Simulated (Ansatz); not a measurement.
A geometry of SnSe away from equilibrium: the start of the relaxation of a relaxed SnSe cell squeezed uniformly to 80 % of its volume. These are PBE (plane waves to 420 eV, PAW, scalar-relativistic; Ansatz, an electronic-structure program) values and carry that method's errors. Γ-centred k-mesh 2×6×6 on the run's cell (coarser than for final values), Fermi–Dirac smearing 0.05 eV.

```xyz
8
Lattice="10.9369 0.0000 0.0000 0.0000 3.9006 0.0000 0.0000 0.0000 4.2494" Properties=species:S:1:pos:R:3:forces:R:3 pbc="T T T" free_energy=-45975.031 pressure_GPa=17.0
Sn     1.3240     0.9752     0.4942   -1.3676    0.0000   -0.9896
Sn     4.1445     2.9255     2.6189    1.3676    0.0000   -0.9896
Sn     9.6129     2.9255     3.7553    1.3676    0.0000    0.9896
Sn     6.7924     0.9752     1.6306   -1.3676    0.0000    0.9896
Se     9.3476     0.9752     2.0290    0.8982    0.0000   -0.8476
Se     7.0577     2.9255     4.1537   -0.8982    0.0000   -0.8476
Se     1.5893     2.9255     2.2204   -0.8982    0.0000    0.8476
Se     3.8792     0.9752     0.0957    0.8982    0.0000    0.8476
```

Positions in Å, forces in eV/Å, free energy of the cell in eV (comparable only within this code, potentials and settings). Largest force: 1.69 eV/Å, on Sn1, Sn2, Sn3, Sn4 (atoms numbered as listed); the geometry lies 0.25 eV/atom above the end of its relaxation.

No spin polarisation in the result.

The run could not lose the symmetry of its start.
